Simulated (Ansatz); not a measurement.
La:
```xyz
4
Lattice="3.6489 0.0000 0.0000 -1.8245 3.1601 0.0000 0.0000 0.0000 11.7571" Properties=species:S:1:pos:R:3 pbc="T T T"
La     0.0000     0.0000     0.0000
La     0.0000     0.0000     5.8785
La     0.0000     2.1067     2.9393
La     1.8245     1.0534     8.8178
```

Relaxed with PBEsol. Special points in fractions of this cell's reciprocal vectors: Γ (0.000, 0.000, 0.000); M (0.500, 0.000, 0.000); K (0.333, 0.333, 0.000); A (0.000, 0.000, 0.500); L (0.500, 0.000, 0.500); H (0.333, 0.333, 0.500).

### Question
List the band energies nearest the Fermi level at these points for PBEsol (plane waves, PAW; program Ansatz).

### Answer
In eV from the Fermi level; about four levels below and three above (degenerate sets whole), none deeper than 8.9 eV; points with the same levels are listed once.

| k | below | above |
|---|---|---|
| Γ | -3.19 -1.91 -1.83 -1.81 | 0.54 0.69 1.25 |
| M | -1.22 -0.80 -0.31 -0.24 | 0.43 1.06 1.19 |
| K | -1.09 -1.09 -0.79 -0.59 -0.59 | 0.15 0.31 0.31 |
| A | -2.67 -2.67 -1.79 -1.79 | 0.73 0.73 1.30 1.30 |
| L | -1.51 -1.51 -1.25 -1.25 | 0.61 0.61 1.33 1.33 |
| H | -0.40 -0.40 0.00 0.00 | 0.07 0.07 0.98 0.98 |

Space group P6_3/mmc (dhcp (α-La type)). The PBEsol relaxation kept the symmetry of its start. Scalar-relativistic: spin–orbit coupling is off unless named, which matters more the heavier the elements.

Potentials: the later of the program's two PAW sets.
